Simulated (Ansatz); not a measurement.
Crystals of one structure type (CsCl type) and one family of elements, relaxed and computed with PBE in the plane-wave PAW code Ansatz.

| crystal | V (Å³/atom) | B₀ by P(V) fit (GPa) |
|---|---|---|
| AlN | 8.92 | 190 |
| BP | 10.00 | ? |
| GaN | 10.31 | 148 |
| BAs | 12.70 | 103 |
| AlP | 15.17 | 90.5 |
| InAs | 22.82 | 56.7 |
| GaSb | 23.62 | 47.1 |

Task: Fit a straight line to ln B₀ against ln V and predict the withheld value.

Result: Least squares on the 6 shown rows: ln B₀ = -1.32 × ln V + (8.082), with a scatter of 6 %. For BP this gives 155. The run itself gave 133, outside the scatter: the line misses something about this case.

Constructed cells (a structure type filled with these elements, in neither database checked): AlN, CsCl type; GaN, CsCl type; InAs, CsCl type; GaSb, CsCl type. Typed or built starts, not in the databases checked: BP, CsCl type; BAs, CsCl type; AlP, CsCl type. Not the usual ambient phase: AlN, CsCl type; BP, CsCl type; GaN, CsCl type; BAs, CsCl type; AlP, CsCl type; InAs, CsCl type; GaSb, CsCl type. All cells were relaxed under the symmetry of their starts (and spin orders); stability against distortions was not tested throughout. Spin–orbit coupling is left out wherever it is not named.

Potentials: the earlier of the program's two PAW sets.
